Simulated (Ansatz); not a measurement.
The start is a relaxed GaN cell with every coordinate shifted by Gaussian noise of σ = 0.2 Å. The cell and all atomic positions are relaxed at zero pressure with PBE (plane waves to 420 eV, PAW, scalar-relativistic; Ansatz, a program for electronic structure). The first steps use a coarse 7×7×2 k-mesh.

Initial structure:
```yaml
crystal:
  lattice:
    - [3.21677, 0.00000, 0.00000]
    - [-1.60838, 2.78580, 0.00000]
    - [0.00000, 0.00000, 15.74788]
  atoms:
    - { symbol: Ga, position: [0.95300, 0.00920, 0.98282] }
    - { symbol: Ga, position: [0.92417, 0.91079, 0.48450] }
    - { symbol: Ga, position: [0.54915, 0.30323, 0.82270] }
    - { symbol: Ga, position: [0.38855, 0.68287, 0.35332] }
    - { symbol: Ga, position: [0.69606, 0.41639, 0.14853] }
    - { symbol: Ga, position: [0.37156, 0.78159, 0.65953] }
    - { symbol: N, position: [0.07156, 0.99847, 0.88253] }
    - { symbol: N, position: [0.90308, 0.05496, 0.36525] }
    - { symbol: N, position: [0.63446, 0.33787, 0.72590] }
    - { symbol: N, position: [0.35398, 0.65502, 0.19970] }
    - { symbol: N, position: [0.86062, 0.45438, 0.00713] }
    - { symbol: N, position: [0.24854, 0.67810, 0.53360] }
```

```json
{
  "energy_released": "1.20 eV/atom",
  "Shortest distances (start → end)": "The closest pairs of elements (up to four, under 3.6 Å), start → end: Ga–N 1.49 → 1.97 Å; N–N 2.49 → 3.21 Å; Ga–Ga 2.55 → 3.21 Å",
  "band_gap_at_the_end": "1.59 eV, direct at Γ (no spin-orbit coupling)",
  "optimiser_moves": "8"
}
```

Final values are on a 10×10×2 k-mesh of the relaxed cell. No spin polarisation in the result.

The first start was generated by placing the elements on the sites of a structure type. A measured structure of GaN has the same space group, P6₃mc (No. 186); the sites were not compared with it.
